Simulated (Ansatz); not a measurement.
Below is a relaxed structure of YPdF₂. The cell was found from a structure generator's guess, not taken from experiment.

The calculation used DFT PBE, scalar-relativistic, plane waves, PAW in Ansatz 0.2.0. Cutoff 420 eV, Γ-centred mesh, Gaussian smearing, no spin polarisation.

```xyz
4
Lattice="3.8603 0.0000 0.0000 -1.9302 3.3432 0.0000 0.0000 0.0000 5.7117" Properties=species:S:1:pos:R:3 pbc="T T T"
Y     0.0000    0.0000    2.8559
Pd    0.0000    0.0000    0.0000
F     0.0000    2.2288    3.3787
F     1.9302    1.1144    2.3330
```

Formation energies are uncorrected and refer to the elements' standard structures at the same level (F₂ as a molecule).

**Question.** Find its symmetry and describe it.

**Answer.** P-3m1 (No. 164). Conventional cell: a = 3.860 Å, c = 5.712 Å. Around Y lie 6 F at 2.29 Å and 2 Pd at 2.86 Å; around Pd lie 2 Y at 2.86 Å and 6 F at 3.23 Å; around F lie 3 Y at 2.29 Å, 3 F at 2.46 Å and 3 Pd at 3.23 Å.

**Question.** How far does it lie from the elements in energy?

**Answer.** −2.35 eV/atom. It lies below the elements, which doesn't yet make it stable against other compounds or structures.

**Question.** Is it a metal?

**Answer.** Yes, bands cross the Fermi level on the 12×12×8 mesh.

**Question.** From what recipe could a structure generator have reached it?

**Answer.** One such recipe: close-packed anion layers stacked AB, next cell at A, with sites between them filled layer by layer (P-3m1, No. 164). Other recipes can lead to the same cell.

The last run used a 12×12×8 mesh (in the run's order of axes) for its 4-atom cell and Gaussian smearing of 0.10 eV. An odd number of electrons in the primitive cell allows no gap without spin; a larger cell or a magnetic state could open one. A structure relaxed within its symmetry needn't be a true minimum.
